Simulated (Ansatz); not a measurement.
Stress against strain in SrTiO3

```
CELL_PARAMETERS angstrom
3.90500 0.00000 0.00000
0.00000 3.90500 0.00000
0.00000 0.00000 3.90500
ATOMIC_POSITIONS crystal
Sr 0.00000 0.00000 0.00000
Ti 0.50000 0.50000 0.50000
O 0.00000 0.50000 0.50000
O 0.50000 0.00000 0.50000
O 0.50000 0.50000 0.00000
```

Atoms are numbered in the order listed.

The cell is COD entry 7212245, as deposited and not checked against the literature; nothing was relaxed.

Theory: Ansatz 0.2.0, DFT, PBEsol, all-electron LAPW, scalar-relativistic.

Sampling and basis: a Γ-centred 7×7×7 k mesh, Fermi–Dirac smearing of 0.05 eV, basis error target 1 meV/atom, no spin polarisation.

The strain is applied along the Cartesian axes of the cell as listed (γ is the engineering shear, twice εxy = εyz = εzx). Fractional coordinates are held (clamped ions).

σ is the change of stress from the unstrained cell, which is at -1.96 GPa; tension is positive, so slopes are stress–strain coefficients at that pressure.

Only quantities that a quadratic follows smoothly over the whole series are listed; rougher ones are left out.

```tsv
γ	σxy (GPa)
-0.0300	-3.43
-0.0200	-2.27
-0.0100	-1.13
0.0000	0.00
0.0100	1.12
0.0300	3.32
```

Fit the series and read off the stiffness at zero strain.

Least-squares fits y = p0 + p1 x + p2 x² to the rows give σxy (GPa): p1 = 112, p2 = -62. So C44 (clamped ions) = 112 GPa.

One run, at γ = 0.0200, is withheld. Predict its row.

The fits give 2.23; the run gave 2.22.
